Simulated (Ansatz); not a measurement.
All numbers below come from DFT PBE, scalar-relativistic, plane waves, PAW, and for the lanthanide a 4f-in-core norm-conserving potential (Ansatz 0.2.0). Settings: cutoff 630 eV, Γ-centred meshes spaced at most about 0.3 Å⁻¹, and about 0.25 Å⁻¹ or finer for metals (2π included), Gaussian smearing. No spin polarisation in the final relaxations.

Temperature and zero-point effects are left out.

Compare these two cells of CaDyAs3, each relaxed at this level.

A.

```
CELL_PARAMETERS angstrom
5.36373 0.00000 0.00000
0.00000 5.36373 0.00000
0.00000 0.00000 5.36373
ATOMIC_POSITIONS crystal
Ca 0.00000 0.00000 0.00000
Dy 0.50000 0.50000 0.50000
As 0.00000 0.50000 0.50000
As 0.50000 0.00000 0.50000
As 0.50000 0.50000 0.00000
```

B.

```
CELL_PARAMETERS angstrom
5.33980 0.00000 0.00000
0.00000 5.33980 0.00000
0.00000 0.00000 5.63195
ATOMIC_POSITIONS crystal
Ca 0.50000 0.50000 0.39713
Dy 0.00000 0.00000 0.92108
As 0.50000 0.50000 0.91706
As 0.50000 0.00000 0.07378
As 0.00000 0.50000 0.07378
```

Question: Which form is favoured at zero pressure, and by what margin per atom?

Answer: B is lower, by 195 meV/atom. A has the cubic perovskite type, space group Pm-3m (No. 221), 30.9 Å³/atom and no gap on its mesh; B has space group P4mm (No. 99), 32.1 Å³/atom and no gap. Counting As atoms around Ca and Dy (those within 1.25 times the shortest such distance or 1.15 times the sum of covalent radii, 1.27 where that leaves under three; a plus sign parts nearer from farther groups; the shortest distance is added where it exceeds 1.18 times the sum of covalent radii), A has Ca 12 from 3.8 Å, Dy 6 and B has Ca 2+4, Dy 4. The lower one is the more open, so pressure narrows the difference. In A, around Ca lie 12 As at 3.79 Å; Dy is surrounded by 6 As at 2.68 Å; As is surrounded by 2 Dy at 2.68 Å, 4 Ca at 3.79 Å and 8 As at 3.79 Å. In B, Ca is surrounded by 1 As at 2.70 Å, 1 As at 2.93 Å and 4 As at 3.23 Å; around Dy lie 4 As at 2.80 Å; As on a site of symmetry 4mm has 1 Ca at 2.70 Å, 4 As at 2.81 Å and 1 Ca at 2.93 Å; 1 more site not described. Both come from invented guesses.

Cells relaxed within their symmetry can be saddle points.

The lanthanide is trivalent by construction, without f bands, f moments or other valences.
